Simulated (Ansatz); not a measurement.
EuO (rock salt)

```xyz
2
Lattice="0.0000 2.4828 2.4828 2.4828 0.0000 2.4828 2.4828 2.4828 0.0000" Properties=species:S:1:pos:R:3 pbc="T T T"
O      0.0000     0.0000     0.0000
Eu     2.4828     2.4828     2.4828
```

E(V) scan at fixed shape, V₀ the volume above. Symmetry pins the atoms to their sites.

Method: PBEsol (plane waves to 420 eV, PAW, scalar-relativistic; Ansatz, a first-principles code). k mesh 16×16×16 (Γ-centred), Fermi-Dirac smearing 0.05 eV. E stands for the smeared free energy. Compression counts positive. EuO is run spin-polarised and with no Hubbard U. EuO was relaxed with its symmetry unable to fall. Relaxed EuO ends ferromagnetic. The relaxed volume of EuO is well below the measured one. The magnetic order is the one the run started from; other orders were not tried. The filling of the f shell was not checked against other fillings, so treat energies with care. ΔE is measured from the relaxed starting cell. The last digit holds for this mesh only.

| V (Å³/atom) | ΔE (meV/atom) |
|---|---|
| 13.773 | withheld |
| 14.156 | 35.1 |
| 14.539 | 14.8 |
| 14.921 | 3.5 |
| 15.304 | 0.0 |
| 15.686 | 3.2 |
| 16.069 | 12.1 |
| 16.452 | 25.9 |
| 16.834 | 44.1 |

Fit a third-order Birch-Murnaghan form (E₀, V₀, B₀, B₀′ free) to the given rows and predict ΔE at V = 13.773.

Least squares on the 8 given rows: ΔE = E₀ + (9V₀B₀/16)·y²·[2 + (B₀′ − 4)y], y = (V₀/V)^(2/3) − 1, with V₀ = 15.305 Å³/atom, B₀ = 111.7 GPa (160.2 GPa = 1 eV/Å³; the term in eV is multiplied by 1000), B₀′ = 4.97, E₀ = 0.01 meV/atom; root-mean-square residual 0.04 meV/atom. At 13.773 the fit gives 66.0 meV/atom; the calculation gives 65.8 meV/atom, so the extrapolation is off by 0.2 (+0.3 %). For the pressure the fit gives 15.3 GPa against the computed 15.2 GPa.

(Under strain, the slope of the energy per volume gives the stress and its curvature an elastic modulus.)
